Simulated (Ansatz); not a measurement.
Name crystals whose computed values (plane-wave PAW PBE (Ansatz code)) fall in these windows: ε∞ 6.1 to 8.5; highest Γ mode, no LO–TO term (cm⁻¹) 850 to 1000.



| crystal | ε∞ | highest Γ mode, no LO–TO term (cm⁻¹) |
|---|---|---|
| SiC, P6_3mc (Pearson symbol hP16) | 7.10 | 930 |
Others may fit too.

Not the usual ambient phase: SiC, P6_3mc (Pearson symbol hP16). The cell was relaxed under the symmetry of its start.

Potentials: the later of the program's two PAW sets.
